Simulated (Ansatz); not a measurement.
BP (rock salt, space group No. 225) under volume change, r²SCAN (plane waves, PAW; program Ansatz), scaled uniformly.

```
V (Å³/atom)  E − E(relaxed) (meV/atom)  P (GPa)
-----------  -------------------------  -------
9.160                             49.3    18.72
9.462                             20.8    11.61
9.763                              4.9     5.38
10.065                             0.0     0.00
10.367                             [?]      [?]
10.669                             [?]      [?]
10.971                            35.2   -11.68
```

Question: Complete the blanks.

Answer: 
- 10.669, E − E(relaxed) (meV/atom): 16.3
- 10.669, P (GPa): -8.26
- 10.367, E − E(relaxed) (meV/atom): 4.3
- 10.367, P (GPa): -4.44

Question: What does a third-order Birch–Murnaghan fit give for V₀, B₀ and B′?

Answer: V₀ = 10.07 Å³/atom, B₀ = 162 GPa, B′ = 4.1.

Space group Fm-3m (rock salt). The start of the workflow was typed in or built on a structure type; neither database checked (COD, Materials Project) lists it. It is not the phase usual at ambient conditions (space group No. 216). The r²SCAN relaxation kept the symmetry of its start; its stability against distortions is not shown here. Its formation energy is positive at this level, so the cell may be metastable or incomplete.

Potentials: the earlier of the program's two PAW sets.
